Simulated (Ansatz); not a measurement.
ZnPb2N2 (P-3m1), axial (c/a) deformation path

Level of theory: DFT PBE+D3(BJ), scalar-relativistic, plane waves, PAW in Ansatz. The runs took a 420 eV cutoff, a Γ-centred 9×9×4 mesh and Gaussian smearing (0.05 eV). Spin–orbit coupling is left out, which can shift energies with elements as heavy as these. No spin polarisation. Energies are free energies at this smearing, counted from the undisturbed cell; pressure is positive in compression.

The undisturbed cell (as given, not relaxed at this level; it stands at -2.2 GPa, and it needn't be the usual structure):

```
Zn Pb N
1.0
     3.67365    0.00000    0.00000
    -1.83682    3.18147    0.00000
     0.00000    0.00000    9.26716
Zn Pb N
1 2 2
Direct
  0.00000 0.00000 0.50000
  0.66667 0.33333 0.18693
  0.33333 0.66667 0.81307
  0.00000 0.00000 0.69832
  0.00000 0.00000 0.30168
```

At fixed volume and fractional coordinates, lengths along (0.000, 0.000, 1.000) are scaled against those across it; ρ is that ratio over its starting value.

| ρ | ΔE (meV/atom) | pressure (GPa) |
| --- | --- | --- |
| 0.800 | 402.4 | 9.1 |
| 0.850 | 195.1 | 4.7 |
| 0.920 | 44.0 | 0.6 |
| 0.960 | 8.7 | -1.0 |
| 1.000 | 0.0 | -2.2 |
| 1.050 | 17.9 | -3.2 |
| 1.100 | 60.0 | -3.9 |
| 1.200 | 194.8 | -4.4 |
| 1.300 | 373.8 | -3.9 |